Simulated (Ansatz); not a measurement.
**WF2: which magnetic state is lowest?**

The calculation used DFT PBE, scalar-relativistic, plane waves, PAW (Ansatz 0.2.0).

```
W F
1.0
     2.78566    0.00000    0.00000
    -1.39283    2.41245    0.00000
     0.00000    0.00000    6.33594
W F
1 2
Direct
  0.00000 0.00000 0.00000
  0.33333 0.66667 0.24143
  0.66667 0.33333 0.75857
```

```json
{
 "plane-wave cutoff": "420 eV",
 "Γ-centred k-mesh": "18×18×8",
 "occupation rule": "Gaussian smearing, 0.1 eV",
 "list of starting moments (μB, in atom order)": "2.5 0 0",
 "check for lower electronic states after the SCF": "off"
}
```

All runs keep this geometry, which stands near equilibrium for the lowest state (largest force there 0.001 eV/Å, pressure 0.0 GPa) and needn't be a stable compound; relaxing each order can shift differences of a few meV. A propagation vector, in units of the reciprocal vectors, doubles the cell, which takes an equally dense mesh. Site moments are spin moments in atom-centred spheres that scale with the neighbour distance. The states are those that the runs reached from these starts; a lower one can exist.

Task: Starts tried: no spin; large parallel starting moments; antiferromagnetic, doubled cell, propagation vector (0, 0, 1/2). Which state comes out lowest, and what are the moments?

Result: All starts lose their moments; the cell is non-magnetic at this level.

```
                                                          start ends energy above lowest (meV/atom) site moments (μB) gap on mesh (eV) P (GPa)
                                                        no spin non-magnetic                            0.00     none over 0.05             metal      0.0
                                large parallel starting moments non-magnetic                            0.00     none over 0.05             metal      0.0
antiferromagnetic, doubled cell, propagation vector (0, 0, 1/2) non-magnetic                            0.00     none over 0.05             metal      0.0
```